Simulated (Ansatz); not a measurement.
**Structures of BaSc: which is lowest?**

Plane-wave DFT in Ansatz with scalar-relativistic PAW potentials, cutoff 420 eV, Γ-centred meshes chosen by cell and gap, Gaussian smearing with energies taken to zero width. Every cell was relaxed (cell and atoms) in a run of its own, within the symmetry of its start. Functional: PBE.

Relaxed structures (starts from databases or built by putting these elements on another compound's sites):
A. P-6m2, 2 atoms in the computed cell, a = 3.724 Å, c = 6.116 Å; sites (symmetry × multiplicity) Ba -6m2 × 1, Sc -6m2 × 1; start: built
B. Pm-3m, 2 atoms in the computed cell, a = 4.248 Å; sites (symmetry × multiplicity) Ba m-3m × 1, Sc m-3m × 1; start: built

Problem. Rank them by energy. Could pressure change the order?

Solution.
| structure | group | E − E(lowest) (meV/atom) | V (Å³/atom) | gap on mesh (eV) |
| --- | --- | --- | --- | --- |
| B | Pm-3m | 0.0 | 38.32 | 0.00 |
| A | P-6m2 | 15.6 | 36.72 | 0.00 |

B is lowest, 16 meV/atom under A. A is denser by 1.60 Å³/atom, so pressure favours it: ΔE/ΔV, with ΔE in eV and 1 eV/Å³ = 160.2 GPa, gives about 1.6 GPa for equal enthalpy if both cells were rigid, a rough figure since the two compress differently. Other structures may lie lower than all of these, and vibrations aren't counted.

Spin-orbit coupling is left out, which matters for the bands of heavy elements.